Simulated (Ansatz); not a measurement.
Computed with Ansatz, DFT PBE, scalar-relativistic, plane waves, PAW. All cells share a 420 eV cutoff and Γ-centred k meshes spaced at most about 0.3 Å⁻¹ (about 0.25 or finer for metals, 2π included). Collinear spin in cells that started with moments and kept them past the coarse steps, no spin elsewhere.

These are static total energies at zero pressure. All come from trial cells, and lower structures may exist.

**Question.** Which of these relaxed structures of Ti2B2Os is the lowest in energy?
1.

```xyz
5
Lattice="3.9858 0.0000 0.0000 -1.9929 3.4518 0.0000 0.0000 0.0000 4.3691" Properties=species:S:1:pos:R:3 pbc="T T T"
Ti    0.0000    2.3012    2.1845
Ti    1.9929    1.1506    2.1845
B     0.0000    2.3012    0.0000
B     1.9929    1.1506    0.0000
Os    0.0000    0.0000    0.0000
```

2.

```xyz
5
Lattice="3.9825 0.0000 0.0000 -1.9912 3.4489 0.0000 0.0000 0.0000 4.7251" Properties=species:S:1:pos:R:3 pbc="T T T"
Ti    1.9912    1.1496    0.0000
Ti    1.9912    1.1496    2.3626
B     0.0000    0.0000    1.4412
B     0.0000    0.0000    3.2840
Os    0.0000    2.2993    0.0000
```

3.

```xyz
5
Lattice="3.8282 0.0000 0.0000 -1.9141 3.3153 0.0000 0.0000 0.0000 4.8258" Properties=species:S:1:pos:R:3 pbc="T T T"
Ti    0.0000    2.2102    3.3500
Ti    1.9141    1.1051    1.4759
B     0.0000    2.2102    0.9235
B     1.9141    1.1051    3.9023
Os    0.0000    0.0000    0.0000
```

**Answer.** 3. It has space group P-3m1 (No. 164); the next, 2, with space group P-6m2 (No. 187), lies 0.73 eV/atom higher. Largest moments: 3 no spin, 2 no spin, 1 0.4 μB. Counting B atoms around Os and Ti (those within 1.25 times the shortest such distance or 1.15 times the sum of covalent radii, 1.27 where that leaves under three; the shortest distance is added where it exceeds 1.18 times the sum of covalent radii), the lowest has Ti 5, Os 6 and the next has Ti 6, Os 6 from 2.7 Å. The next holds B–B pairs (shortest 1.84 Å); in the lowest the shortest B–B distance is 2.88 Å.

These runs have no spin–orbit coupling, which can matter for Os. A magnetic state wasn't ruled out in cells without spin, among them P-3m1. Another magnetic order may lie lower. Cells relaxed within their symmetry can be saddle points. Some candidate types were left out of the draw beforehand, so a known form may be missing.
